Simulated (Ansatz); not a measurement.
A crystal relaxed with r2SCAN in the plane-wave code Ansatz has space group Amm2 (No. 38) and a = 3.976 Å, b = 7.962 Å, c = 11.257 Å.

```tsv
atom	site	x	y	z
Xx	2a	0.0000	0.5000	0.5011
Xx	4e	0.5000	0.7500	0.2497
Sb	2a	0.0000	0.5000	0.0001
Ga	2b	0.5000	0.5000	0.3766
Ga	4d	0.0000	0.7634	0.1313
Ga	2b	0.5000	0.5000	0.8601
```

The r2SCAN gap is direct at Γ: 0.46 eV. The HSE06 gap is direct at Γ: 0.86 eV. Meshes: r2SCAN 6×4×4, HSE06 4×2×2.

Task: Which element is Xx?
A. Bi
B. N
C. P
D. As

Result: C. Xx is P: an ordered 8-atom cell of Ga₄SbP₃ on the zincblende lattice (Amm2). P is surrounded by 4 Ga at 2.39–2.43 Å; P is surrounded by 4 Ga at 2.35–2.45 Å; Sb is surrounded by 4 Ga at 2.54–2.57 Å; Ga is surrounded by 4 P at 2.43–2.45 Å; Ga is surrounded by 3 P at 2.39–2.40 Å and 1 Sb at 2.57 Å; Ga is surrounded by 2 P at 2.35 Å and 2 Sb at 2.54 Å.

The cell comes from a prototype generator: it can be a known phase or a hypothetical one. Spin polarisation is off.

No spin-orbit coupling is included; it can move band edges with weight on the heavy atoms by tenths of an eV.

The meshes of the hybrids are coarse, so their gaps aren't converged to the digits shown.
